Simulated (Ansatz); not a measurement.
**All-electron DFT: Sn3Ir**

Cell: model Sn3Ir in the Cu3Au structure, strained and with atoms displaced, one atom being moved towards a neighbour.

Ansatz, plane waves with cell-specific all-electron datasets, no frozen core; functional PBE; scalar-relativistic, Dirac core shells, point nuclei. Occupations are Fermi–Dirac at 0.15 eV on a coarse k-mesh, 2×2×2 (half-step shift); the results hold for that mesh. In metals such a mesh can move stress, forces and moments by their own size. No spin polarisation. The cell's electron count is odd, so a run with spin could end lower. Atoms are numbered as listed.

```
CELL_PARAMETERS angstrom
4.39772 0.00401 0.02612
0.00401 4.32054 0.00002
0.02612 0.00002 4.46352
ATOMIC_POSITIONS crystal
Ir 0.46269 0.28495 0.82431
Sn 0.47087 0.77590 0.36835
Sn 0.98340 0.31213 0.34850
Sn 0.96132 0.76728 0.85700
```

Forces in eV/Å:
```
Ir1  -0.191 -0.132 -0.797
Sn2   0.213  0.788  0.184
Sn3   0.004 -1.373  0.151
Sn4  -0.025  0.717  0.462
```

Stress (GPa; xx, yy, zz, yz, xz, xy; compression positive): 4.81, 4.41, 4.76, -0.35, 0.93, 0.48.

| Quantity | Value |
| --- | --- |
| Pressure | 4.66 GPa |
| Largest force | 1.381 eV/Å |
